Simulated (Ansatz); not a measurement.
BeS:
```cif
data_Be3S3
_chemical_formula_sum 'Be3 S3'
_space_group_name_H-M_alt 'P6422'
_space_group_IT_number 181
_space_group_name_Hall 'P 64 2 (0 0 2)'
_cell_length_a 3.43687
_cell_length_b 3.43687
_cell_length_c 7.80468
_cell_angle_alpha 90.000
_cell_angle_beta 90.000
_cell_angle_gamma 120.000
loop_
_atom_site_label
_atom_site_type_symbol
_atom_site_symmetry_multiplicity
_atom_site_Wyckoff_symbol
_atom_site_fract_x
_atom_site_fract_y
_atom_site_fract_z
_atom_site_occupancy
Be1 Be 3 c 0.50000 0.00000 0.00000 1
S1 S 3 d 0.50000 0.00000 0.50000 1
```

Relaxed with r²SCAN+D4.

**Question.** Tabulate the valence density and the electron localisation function along the shortest Be–S contact (2.16 Å), DFT-r²SCAN+D4 in the program Ansatz with PAW potentials.

**Answer.** 

```csv
distance from Be (Å),density (e/Å³),ELF
0.22,0.09,0.00
0.32,0.14,0.01
0.43,0.19,0.10
0.54,0.25,0.37
0.65,0.30,0.68
0.75,0.36,0.84
0.86,0.43,0.89
0.97,0.51,0.91
1.08,0.62,0.92
1.19,0.77,0.93
1.29,0.95,0.93
1.40,1.12,0.91
1.51,1.24,0.86
1.62,1.22,0.73
1.72,1.04,0.45
1.83,0.74,0.13
1.94,0.41,0.01
```

The density is the valence pseudo-density with augmentation charge, so density and ELF within about 1 Å of a nucleus are not all-electron values.

Space group P6_422. The start of the workflow was typed in or built on a structure type; neither database checked (COD, Materials Project) lists it. COD files the formula under space group No. 216, so this cell is another polymorph or a model. Its standing as an ambient phase is unchecked. The r²SCAN+D4 relaxation kept the symmetry of its start; its stability against distortions is not shown here.

Potentials: the earlier of the program's two PAW sets.
